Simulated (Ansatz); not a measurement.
## Ni: converged, but where?

System: Ni, a measured crystal structure (space group Fm-3m, primitive cell doubled); the cell holds 2 atoms. The computed pressure is over 10 GPa in size, so the cell is far from the computed equilibrium volume. Source: COD entry 9013005; it may be a high-temperature, high-pressure or metastable form.

Level of theory: Ansatz development build ahead of 0.2.0, DFT, LDA, PAW, plane waves, scalar-relativistic.

```yaml
crystal:
  lattice:
    - [0.0, 1.7758, 1.7758]
    - [1.7758, 0.0, 1.7758]
    - [3.5516, 3.5516, 0.0]
  atoms:
    - { symbol: Ni, position: [0.0, 0.0, 0.0], spin: 2.0 }
    - { symbol: Ni, position: [0.0, 0.0, 0.5], spin: -2.0 }
magnetization:
  spin_polarized: true
hamiltonian:
  xc: lda
  pseudopotentials: { kind: paw }
basis:
  ecutwfc: 420
kpoints:
  mp_grid: { grid: [12, 12, 6] }
scf:
  occupations: { method: fermi_dirac, width: 0.1 }
  lower_state_search: "off"
output:
  forces: true
  stress: true
```

Time: 2.3 s on 2 threads of Arm Neoverse V2, with other jobs on the host, peak memory 0.34 GiB.

The end of the output:

```
SCF converged after 13 iterations
Magnetization: 0.0000 μB (18.0000 up, 18.0000 down)
Absolute magnetization: 0.0000 μB (∫|ρ↑−ρ↓|, with the PAW one-centre terms)
Spin contamination: 0.0000 ħ² per cell (⟨S²⟩ above its minimum at these occupations)
Per-site moments (μB) at R_I (Å): [(-5.7112e-6, 1.0359), (5.7112e-6, 1.0359)]
Free energy (F): -11546.592201 eV
Harris-Foulkes:  -11546.592201 eV  (|F-HF|=2.18e-11)
Internal energy: -11546.419088 eV  (E = F + TS)
E sigma→0 (E₀):  -11546.505645 eV
Entropy (-TS):   -0.173113 eV (-86.556 meV/atom)
Fermi energy:    16.914029 eV
--- Forces (eV/Å), atoms counted from 1 ---
  atom   1  Ni     0.00000000     0.00000000     0.00000000
  atom   2  Ni    -0.00000000     0.00000000     0.00000000
--- Stress (GPa, compression-positive) ---
      -22.033675      -0.000003       0.000003
       -0.000003     -22.033675       0.000003
        0.000003       0.000003     -22.033675
  P = ⅓ Tr σ = -22.0337 GPa (-220.337 kbar)
```

The mesh is too coarse to rank close states of a metal with certainty: differences of some tens of meV/atom may change, at times in sign.

A small moment in a metal is sensitive to the mesh and the smearing.

Site moments are taken inside atomic spheres and don't add up to the total.

Task: The run converged. Is this the lowest state of the cell, and if not, what lies lower and how is it reached?

Result: No, on this mesh. A state 23.4 meV/atom (0.047 eV per cell) lower exists in this cell: ferromagnetic, site moments Ni1 0.65, Ni2 0.65 μB, total 1.24 μB per cell, no gap on the k-mesh. It was reached from: parallel moments, default search for lower states [Ni1 2.00, Ni2 2.00 μB]; a moment on one site alone, plain SCF [Ni2 2.00 μB]. This multiple of the primitive cell fits some opposed orders; other multiples fit others. The order of the states may change once the cell relaxes. Orders that need a larger cell or non-collinear spins weren't tried.
